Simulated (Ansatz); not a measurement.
Relaxed-ion elastic tensor of Ca (fcc (Cu type), Fm-3m) in GPa (Voigt order), LDA (plane waves, PAW; program Ansatz); density 1.75 g/cm³, 37.98 Å³ per atom.

```
24.5  17.2  17.2   0.0   0.0   0.0
17.2  24.5  17.2   0.0   0.0   0.0
17.2  17.2  24.5   0.0   0.0   0.0
 0.0   0.0   0.0  16.4   0.0   0.0
 0.0   0.0   0.0   0.0  16.4   0.0
 0.0   0.0   0.0   0.0   0.0  16.4
```

Is the crystal mechanically stable?

Yes: the smallest eigenvalue of C is 7.3 GPa.

Work out the Voigt, Reuss and Hill averages.

K_V = 19.6, K_R = 19.6, K_H = 19.6; G_V = 11.3, G_R = 6.9, G_H = 9.1 GPa.

Give Young's modulus, Poisson's ratio, Pugh's ratio and the universal anisotropy index.

E = 9KG/(3K + G) = 23.6 GPa; ν = 0.30; K/G = 2.16 (ductile by the Pugh limit of 1.75); A_U = 5G_V/G_R + K_V/K_R − 6 = 3.22.

Estimate the sound speeds and the Debye temperature.

v_l = √((K + 4G/3)/ρ) = 4260 m/s, v_t = √(G/ρ) = 2280 m/s, mean 2540 m/s; Θ = (h/k)(3n/4πV)^(1/3) v_m = 225 K.

Give the Zener ratio and Young's modulus along [100], [110] and [111].

A = 2C44/(C11 − C12) = 4.46; 1/E = S11 − 2(S11 − S12 − S44/2)Γ with Γ = 0, 1/4, 1/3 gives 10.4, 22.9, 38.5 GPa.

Solve the Christoffel equation for the three sound speeds along [100], [110], [111].

Eigenvalues of C_ijkl n_j n_l equal ρv². In km/s, slowest first: [100] 3.06, 3.06, 3.74; [110] 1.45, 3.06, 4.61; [111] 2.12, 2.12, 4.87.

The LDA relaxation kept the symmetry of its start. As this level gives no gap, shear constants depend on the k-mesh and smearing (Fermi–Dirac, 0.1 eV here).

Potentials: the earlier of the program's two PAW sets.
